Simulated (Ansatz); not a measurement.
Os:
```cif
data_Os2
_chemical_formula_sum 'Os2'
_space_group_name_H-M_alt 'P 1'
_space_group_IT_number 1
_cell_length_a 3.92831
_cell_length_b 3.92831
_cell_length_c 3.92831
_cell_angle_alpha 60.000
_cell_angle_beta 60.000
_cell_angle_gamma 60.000
loop_
_space_group_symop_operation_xyz
  'x, y, z'
loop_
_atom_site_label
_atom_site_type_symbol
_atom_site_fract_x
_atom_site_fract_y
_atom_site_fract_z
_atom_site_occupancy
Os1 Os 0.25000 0.25000 0.25000 1
Os2 Os 0.00000 0.00000 0.00000 1
```

Relaxed with PBE.

Question: Decompose the optical modes at the zone centre into irreducible representations, and say which are infrared and Raman allowed.

Answer: Point group m-3m: Γ_opt = T2g. Infrared: none. Raman: T2g.

Question: Assign frequencies (DFPT, plane-wave PAW PBE (Ansatz code)).

Answer: T2g 236 cm⁻¹.

Space group Fd-3m (diamond). A made-up cell: these elements were put on the sites of a structure type; neither database checked (COD, Materials Project) lists it. It is not the phase usual at ambient conditions (space group No. 194). The cell was relaxed with PBE under the symmetry of its start; of distortions, only those at the zone centre were tested. The run is not spin-polarised. As this level gives no gap, phonon frequencies hold no LO–TO term and depend on the k-mesh and smearing (Fermi–Dirac, 0.1 eV here). Scalar-relativistic: spin–orbit coupling is off unless named, which matters more the heavier the elements.

Potentials: the later of the program's two PAW sets.
